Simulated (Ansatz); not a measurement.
LiNbO3 in space group R-3 (No. 148; Li on 6c, Nb on 6c, O on 18f) at seven volumes, DFT-PBEsol in the program Ansatz with PAW potentials, shape and atoms relaxed at each. One row is withheld.

| V (Å³/atom) | P (GPa) |
|---|---|
| 10.053 | 9.67 |
| 10.385 | ? |
| 10.716 | 2.65 |
| 11.048 | 0.00 |
| 11.379 | -2.20 |
| 11.710 | -4.03 |
| 12.042 | -5.54 |

Problem. Fit the shown pressures and predict the withheld one.

Solution. Third-order Birch–Murnaghan: P = (3/2)B₀(x^(7/2) − x^(5/2))[1 + (3/4)(B′ − 4)(x − 1)] with x = (V₀/V)^(2/3). Least squares on the six rows gives V₀ = 11.048 Å³/atom, B₀ = 80.32 GPa, B′ = 5.16. At V = 10.385, x = 1.0421 and P = 5.83 GPa. The run itself gave 5.80 GPa.

The workflow started from a Materials Project entry (that database holds measured and hypothetical structures alike); the Crystallography Open Database files this formula in space group No. 148, but the cells were not matched. It is not the phase usual at ambient conditions (space group No. 161). Symmetry was held in the PBEsol relaxation; its stability against distortions is not shown here. No spin polarisation was allowed.

Potentials: the later of the program's two PAW sets.
